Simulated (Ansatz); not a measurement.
Molecular dynamics on a 2×2×1 supercell (16 atoms) of ZnS (P6_3mc), relaxed with r2SCAN. Forces come from PBE in the PAW code Ansatz: a Langevin thermostat at fixed volume, 450 K, steps of 1.5 fs. Classical nuclei, no spin polarisation; a few dozen steps show the first response, not equilibrium.

```yaml
crystal:
  lattice:
    - [7.6108560439, 0.0, 0.0]
    - [-3.805428022, 6.5911946786, 0.0]
    - [0.0, 0.0, 6.2440175251]
  atoms:
    - { symbol: Zn, position: [0.1666666667, 0.3333333333, 0.0053397644] }
    - { symbol: Zn, position: [0.3333333333, 0.1666666667, 0.5053397644] }
    - { symbol: S, position: [0.1666666667, 0.3333333333, 0.3796602356] }
    - { symbol: S, position: [0.3333333333, 0.1666666667, 0.8796602356] }
    - { symbol: Zn, position: [0.1666666667, 0.8333333333, 0.0053397644] }
    - { symbol: Zn, position: [0.3333333333, 0.6666666667, 0.5053397644] }
    - { symbol: S, position: [0.1666666667, 0.8333333333, 0.3796602356] }
    - { symbol: S, position: [0.3333333333, 0.6666666667, 0.8796602356] }
    - { symbol: Zn, position: [0.6666666667, 0.3333333333, 0.0053397644] }
    - { symbol: Zn, position: [0.8333333333, 0.1666666667, 0.5053397644] }
    - { symbol: S, position: [0.6666666667, 0.3333333333, 0.3796602356] }
    - { symbol: S, position: [0.8333333333, 0.1666666667, 0.8796602356] }
    - { symbol: Zn, position: [0.6666666667, 0.8333333333, 0.0053397644] }
    - { symbol: Zn, position: [0.8333333333, 0.6666666667, 0.5053397644] }
    - { symbol: S, position: [0.6666666667, 0.8333333333, 0.3796602356] }
    - { symbol: S, position: [0.8333333333, 0.6666666667, 0.8796602356] }
kpoints:
  mp_grid: { grid: [3, 3, 2] }
hamiltonian:
  xc: pbe
scf:
  occupations: { method: fermi_dirac, width: 0.039 }
md:
  ensemble: nvt_langevin
  temperature: 450
  timestep: 1.5
  n_steps: 20
  initial_velocities: maxwell_boltzmann
  seed: 2001
```

Run as `ansatz run input.yaml --threads 4 --pin off --max-ram 3686MiB --backend cpu --events-out ev --progress --plain --runs-dir out`. Wall time 120 s on 4 threads of Arm Neoverse V2, on a shared host, load about 0.5 per core; peak host memory 1 GiB.

Problem. How do temperature and energy develop?

Solution. The temperature starts at 422 K, is lowest at step 17 (157 K, 25.5 fs) and ends at 179 K. The thermostat hasn't had time to restore it. The atoms start on their lattice sites with kinetic energy alone, so much of it first passes into potential energy. By the last step the atoms have moved 0.10 Å in the root mean square, the drift of the whole cell taken out, 0.17 Å at most.

| step | t (fs) | T (K) | free energy F from step 0 (meV/atom) | kinetic energy (meV/atom) | largest force (eV/Å) |
| --- | --- | --- | --- | --- | --- |
| 0 | 0 | 422 | 0.0 | 54.5 | 0.01 |
| 1 | 1.5 | 461 | 0.3 | 59.6 | 0.13 |
| 2 | 3 | 454 | 1.3 | 58.6 | 0.27 |
| 3 | 4.5 | 450 | 2.9 | 58.2 | 0.41 |
| 4 | 6 | 413 | 5.0 | 53.4 | 0.53 |
| 5 | 7.5 | 362 | 7.6 | 46.8 | 0.64 |
| 6 | 9 | 322 | 10.3 | 41.6 | 0.76 |
| 7 | 10.5 | 326 | 13.3 | 42.2 | 0.88 |
| 8 | 12 | 306 | 16.6 | 39.6 | 0.99 |
| 9 | 13.5 | 289 | 20.1 | 37.4 | 1.09 |
| 10 | 15 | 251 | 23.4 | 32.5 | 1.17 |
| 11 | 16.5 | 236 | 26.7 | 30.5 | 1.23 |
| 12 | 18 | 241 | 29.8 | 31.2 | 1.28 |
| 13 | 19.5 | 217 | 32.9 | 28.1 | 1.32 |
| 14 | 21 | 204 | 35.7 | 26.3 | 1.35 |
| 15 | 22.5 | 178 | 38.0 | 23.0 | 1.38 |
| 16 | 24 | 179 | 39.6 | 23.1 | 1.40 |
| 17 | 25.5 | 157 | 40.5 | 20.3 | 1.41 |
| 18 | 27 | 160 | 40.8 | 20.7 | 1.40 |
| 19 | 28.5 | 165 | 40.6 | 21.4 | 1.38 |
| 20 | 30 | 179 | 40.1 | 23.2 | 1.36 |

Positions (Å) and forces (eV/Å) at step 20:
```
Zn  -0.003   2.129  -0.026    -1.011   0.423  -0.160
Zn   1.860   1.072   3.203     0.035   0.036  -0.268
S    0.013   2.265   2.246    -0.007  -0.852   0.883
S    1.861   1.151   5.560     0.716  -0.494  -0.742
Zn  -1.892   5.533   0.006     0.938  -0.188   0.039
Zn   0.054   4.404   3.075     0.229  -0.221   0.702
S   -1.762   5.463   2.317    -1.213   0.473   0.331
S    0.143   4.346   5.475    -0.993   0.149  -0.373
Zn   3.761   2.224   0.045     0.411   0.315   0.237
Zn   5.712   1.138   3.131     0.700  -0.411  -0.306
S    3.847   2.162   2.486    -0.816   0.506  -0.957
S    5.612   1.013   5.397     0.345   0.957   0.756
Zn   1.965   5.503   0.016    -0.335  -0.062   0.275
Zn   3.824   4.389   3.180     0.216   0.203  -0.356
S    1.913   5.477   2.338     0.735   0.390   0.001
S    3.858   4.548   5.486     0.051  -1.225  -0.062
```
